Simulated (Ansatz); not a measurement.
## Cs2As3, a known structure type with other elements, at an estimated volume

```xyz
10
Lattice="-5.0854 0.0000 4.8131 5.0854 0.0000 4.8131 0.0000 7.6490 4.8131" Properties=species:S:1:pos:R:3 pbc="T T T"
Cs   -2.5427    3.8245    7.2196
Cs    2.5427    3.8245    7.2196
As    0.0000    1.0892    1.8848
As    0.0000    6.5598    6.6979
As    0.0000    6.5598   12.5544
As    0.0000    1.0892    7.7413
As    0.0000    2.1953    9.6261
As    0.0000    5.4537    4.8131
Cs   -2.1590    0.0000    4.8131
Cs    2.1590    0.0000    4.8131
```

Level: r2SCAN, no spin polarisation; 500 eV; 4×4×4 Γ-centred mesh; fermi-dirac occupations (width 0.1 eV); Ansatz 0.2.0, fixed geometry.

**Question.** What does the stress say?

**Answer.** The pressure is 6.3 GPa (compression positive), so with the atoms held at these fractions the cell would first expand; the forces are large, so a full relaxation may end otherwise. The principal stresses 0.5, 8.9, 9.3 GPa differ, so its shape would change too.

**Question.** How is the charge shared?

**Answer.** Bader charges in e: Cs +0.75, As -0.50. In the mean Cs gives up most and As takes most.

**Question.** Where is the largest force?

**Answer.** The largest is on As7 (and as large on other atoms): 3.15 eV/Å, components (0.00, 3.15, 0.00). It makes 120° with the line to a nearest neighbour, As6 at 2.19 Å.

**Question.** Metal or insulator? Give the gap.

**Answer.** The gap is 0.96 eV, direct at the points sampled. A semilocal functional usually gives too small a gap.

Origin: a known structure type with other elements, at an estimated volume, so it need not be a known compound. Caveats: atoms or cell far from equilibrium.
